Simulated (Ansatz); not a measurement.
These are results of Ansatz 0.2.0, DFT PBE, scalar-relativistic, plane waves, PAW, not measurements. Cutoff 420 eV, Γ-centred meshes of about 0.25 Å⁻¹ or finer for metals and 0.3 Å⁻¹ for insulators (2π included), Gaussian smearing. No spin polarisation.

Temperature and zero-point effects are left out.

Two forms of Cd3SeS2 were relaxed alike.

A.

```
Cd Se S
1.0
    -2.12659    6.38453    3.00457
     2.12659   -6.38453    3.00457
     2.12659    6.38453   -3.00457
Cd Se S
3 1 2
Direct
  0.08538 0.25728 0.82810
  0.42918 0.25728 0.17190
  0.73507 0.23507 0.50000
  0.00208 0.00208 0.00000
  0.66703 0.99915 0.66788
  0.33127 0.99915 0.33212
```

B.

```
Cd Se S
1.0
     4.25208    0.00000    0.00000
    -2.12604    3.68241    0.00000
     0.00000    0.00000   10.42984
Cd Se S
3 1 2
Direct
  0.66667 0.33333 0.66664
  0.00000 0.00000 0.99091
  0.33333 0.66667 0.34302
  0.00000 0.00000 0.24777
  0.66667 0.33333 0.91295
  0.33333 0.66667 0.58870
```

Task: Which arrangement of the elements on these sites is preferred, and by what margin?

Result: A is lower, by 4 meV/atom. The two share one framework of sites and differ in which element sits where. A has Se and S ordered on zinc blende sites, space group Imm2 (No. 44), 27.2 Å³/atom and a gap of 0.79 eV on its mesh; B has Se and S ordered on zinc blende sites, space group P3m1 (No. 156), 27.2 Å³/atom and a gap of 0.66 eV. Counting S or Se atoms around Cd (for each partner element, those within 1.25 times its shortest distance or 1.15 times the sum of covalent radii, where it is the nearest in units of that sum or under 1.3), A and B both have Cd 4. In A, Cd on a site of symmetry m has 3 S at 2.57–2.58 Å and 1 Se at 2.68 Å; Se is surrounded by 4 Cd at 2.66–2.68 Å; S is surrounded by 4 Cd at 2.57–2.58 Å; 1 more site not described. In B, Cd on its first site is surrounded by 4 S at 2.57–2.59 Å; Se has 4 Cd at 2.65–2.68 Å; around S on its first site lie 4 Cd at 2.57–2.59 Å; 3 more sites not described. Both come from trial cells of a structure search.

Kohn–Sham gaps at this level usually fall short of measured ones. Cells relaxed within their symmetry can be saddle points.
